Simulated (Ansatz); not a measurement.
The elements of this relaxed trial crystal are hidden behind letters.

```
lattice vectors (Å)
   3.8352    0.0000    0.0000
   0.0000    3.8352    0.0000
   0.0000    0.0000    3.8352
fractional positions
X 0.0000 0.0000 0.0000
Z 0.5000 0.5000 0.5000
Q 0.0000 0.5000 0.5000
Q 0.5000 0.5000 0.0000
Q 0.5000 0.0000 0.5000
```

Computed with DFT PBE, scalar-relativistic, plane waves, PAW (Ansatz 0.2.0). Cutoff 420 eV, Γ-centred 10×10×10 mesh (5-atom cell), Gaussian smearing of 0.10 eV, no spin polarisation.

```
Space group                                 : Pm-3m (No. 221)
Conventional cell                           : a = 3.835 Å
Volume per atom                             : 11.28 Å³
Density                                     : 2.43 g/cm³
Energy over the elements                    : +0.24 eV/atom
Gap on the 10×10×10 mesh of the 5-atom cell : 0 eV (a metal)
```

Energies are uncorrected and count from the elements' standard states at the same level.

Question: X is an s-block element of period 2, Z is a p-block element of period 4 and Q is an s-block element of period 1. Which elements are they?

Answer: X = Li, Z = Ge, Q = H, so the formula is LiGeH3, here in the cubic perovskite type. Density times volume gives a mean mass of 2.43 × 11.28/1.6605 = 16.5 u per atom, and this set has 16.5 u. Among the elements that the hints allow, noble gases aside, only these give it. Li has 12 H at 2.71 Å and 8 Ge at 3.32 Å; around Ge lie 6 H at 1.92 Å; H is surrounded by 2 Ge at 1.92 Å, 4 Li at 2.71 Å and 8 H at 2.71 Å.

A structure relaxed within its symmetry needn't be a true minimum. Another cell of LiGeH3 relaxed alike, in P4mm, lies 87 meV/atom lower, so this cell isn't the stable form at this level.
